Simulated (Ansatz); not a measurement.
Cu2O in space group Pn-3m (No. 224; Cu on 4c, O on 2a), a = b = c = 4.165 Å, α = β = γ = 90.00°.

Relaxed with LDA.

Problem. Which orbitals make up the states near the band edges in the program Ansatz at the LDA level (PAW)?

Solution. Top 1 eV of the valence band: Cu 3d 66 %, O 2p 19 %, Cu 4s 13 %. Bottom 1 eV of the conduction band: Cu 3d 35 %, Cu 4s 22 %, O 2s 19 %, O 2p 11 %, outside the projected shells 13 %. Projections are on Löwdin-orthogonalised atomic valence shells; empty p or d shells of many metals are not among them.

Problem. Tabulate the density of states.

Solution. States/eV per cell of 6 atoms, in 0.25 eV bins, energy from the valence-band maximum.

| E (eV) | total | Cu 3d | O 2p | Cu 4s |
|---|---|---|---|---|
| -7.85 | 10.25 | 2.53 | 6.25 | 1.33 |
| -7.60 | 6.13 | 1.65 | 3.77 | 0.60 |
| -7.35 | 3.31 | 0.85 | 2.11 | 0.24 |
| -7.10 | 3.09 | 0.74 | 2.05 | 0.18 |
| -6.85 | 2.78 | 0.65 | 1.89 | 0.13 |
| -6.60 | 3.06 | 0.69 | 2.15 | 0.10 |
| -6.35 | 6.46 | 1.33 | 4.85 | 0.08 |
| -6.10 | 8.34 | 1.62 | 6.39 | 0.09 |
| -5.85 | 2.47 | 0.45 | 1.92 | 0.03 |
| -5.60 | 1.04 | 0.14 | 0.86 | 0.01 |
| -5.35 | 0.29 | 0.02 | 0.26 | 0.00 |
| -5.10 | 0.06 | 0.02 | 0.02 | 0.01 |
| -4.85 | 0.36 | 0.16 | 0.06 | 0.12 |
| -4.60 | 0.69 | 0.37 | 0.06 | 0.25 |
| -4.35 | 1.02 | 0.59 | 0.04 | 0.37 |
| -4.10 | 1.46 | 0.92 | 0.03 | 0.50 |
| -3.85 | 2.39 | 1.67 | 0.01 | 0.68 |
| -3.60 | 4.31 | 3.46 | 0.01 | 0.81 |
| -3.35 | 8.03 | 7.12 | 0.01 | 0.84 |
| -3.10 | 6.94 | 6.64 | 0.05 | 0.20 |
| -2.85 | 10.38 | 9.85 | 0.21 | 0.23 |
| -2.60 | 22.90 | 22.33 | 0.22 | 0.21 |
| -2.35 | 18.33 | 18.01 | 0.08 | 0.14 |
| -2.10 | 24.67 | 24.13 | 0.25 | 0.17 |
| -1.85 | 21.90 | 20.94 | 0.63 | 0.20 |
| -1.60 | 8.38 | 7.12 | 0.87 | 0.28 |
| -1.35 | 8.54 | 6.40 | 1.52 | 0.47 |
| -1.10 | 2.96 | 2.07 | 0.40 | 0.40 |
| -0.85 | 3.74 | 2.58 | 0.58 | 0.47 |
| -0.60 | 8.98 | 5.96 | 1.70 | 1.19 |
| -0.35 | 3.14 | 2.04 | 0.73 | 0.33 |
| -0.10 | 0.81 | 0.51 | 0.20 | 0.09 |
| 0.15 | 0.00 | 0.00 | 0.00 | 0.00 |
| 0.40 | 0.00 | 0.00 | 0.00 | 0.00 |
| 0.65 | 0.01 | 0.00 | 0.00 | 0.00 |
| 0.90 | 0.19 | 0.09 | 0.01 | 0.04 |
| 1.15 | 0.38 | 0.15 | 0.03 | 0.08 |
| 1.40 | 0.58 | 0.20 | 0.07 | 0.12 |
| 1.65 | 1.04 | 0.29 | 0.13 | 0.26 |
| 1.90 | 2.45 | 0.53 | 0.29 | 0.77 |
| 2.15 | 3.59 | 0.69 | 0.48 | 1.13 |
| 2.40 | 2.39 | 0.38 | 0.33 | 0.68 |
| 2.65 | 3.59 | 0.55 | 0.57 | 0.96 |
| 2.90 | 3.33 | 0.44 | 0.54 | 0.77 |
| 3.15 | 2.19 | 0.25 | 0.35 | 0.41 |
| 3.40 | 2.08 | 0.21 | 0.32 | 0.36 |
| 3.65 | 1.57 | 0.16 | 0.27 | 0.33 |
| 3.90 | 1.60 | 0.17 | 0.29 | 0.47 |
| 4.15 | 1.70 | 0.12 | 0.20 | 0.54 |
| 4.40 | 1.52 | 0.08 | 0.14 | 0.46 |
| 4.65 | 0.90 | 0.04 | 0.07 | 0.24 |
| 4.90 | 1.06 | 0.06 | 0.12 | 0.39 |
| 5.15 | 2.09 | 0.12 | 0.27 | 0.85 |
| 5.40 | 1.54 | 0.06 | 0.15 | 0.53 |

The cell was relaxed with LDA under the symmetry of its start. The run is not spin-polarised. No Hubbard U is applied.

Potentials: the earlier of the program's two PAW sets. The files were generated under PBE; for other functionals the program regenerates the frozen cores, and for LDA and PBEsol the local potential too.
